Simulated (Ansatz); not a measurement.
Calculated field gradients at the nuclei for InSe under strain

The cell is an entry of the Crystallography Open Database (COD), relaxed with PBE at fixed cell and then changed (z compressed by 3 %, ions relaxed).

```cif
data_structure
_symmetry_space_group_name_H-M 'P 1'
_symmetry_Int_Tables_number 1
_cell_length_a 4.0500
_cell_length_b 4.0500
_cell_length_c 16.4221
_cell_angle_alpha 90.000
_cell_angle_beta 90.000
_cell_angle_gamma 120.000
_cell_volume 233.28
loop_
_atom_site_label
_atom_site_type_symbol
_atom_site_fract_x
_atom_site_fract_y
_atom_site_fract_z
_atom_site_occupancy
In1 In 0.33333 0.66667 0.16529 1
In2 In 0.66667 0.33333 0.66529 1
In3 In 0.33333 0.66667 0.33471 1
In4 In 0.66667 0.33333 0.83471 1
Se5 Se 0.33333 0.66667 0.58815 1
Se6 Se 0.66667 0.33333 0.08815 1
Se7 Se 0.33333 0.66667 0.91185 1
Se8 Se 0.66667 0.33333 0.41185 1
```

Sites (sets of like atoms) are named by element and the number of their first atom in this list.

Method: Kohn–Sham DFT in Ansatz, PBE, plane waves and PAW, scalar-relativistic, 420 eV cutoff, Γ-centred 13×13×3 k-points, Fermi–Dirac smearing 0.05 eV.

Conventions: |V_zz| ≥ |V_yy| ≥ |V_xx|, η = (V_xx − V_yy)/V_zz, C_Q = eQV_zz/h.

In-113: I = 9/2, Q = 761.0 mb. Nuclear quadrupole moments: year-2017 set (Pyykkö).

Task: What field gradients does the calculation give at each kind of site?

Result: 

```csv
site,atoms (order as listed),first shell,V_zz (10²¹ V/m²),η,C_Q (MHz)
In,"1, 2, 3, 4",3 Se at 2.66 Å; also 1 In at 2.78 Å,-10.97,0.00,-202
Se,"5, 6, 7, 8",3 In at 2.66 Å,-7.26,0.00,–
```

An axis of threefold or higher order runs through In and Se, so V_zz lies along it and η is zero.

Se has no stable isotope with a ground-state quadrupole moment in the table, so no C_Q is given.

Without spin–orbit coupling (the program notes it for In) the gradients can shift somewhat, as the gap is small. With a gap of 0.21 eV under a smearing of 0.05 eV the band edges are partly filled, so small gradients can hang on the smearing and the k-mesh.
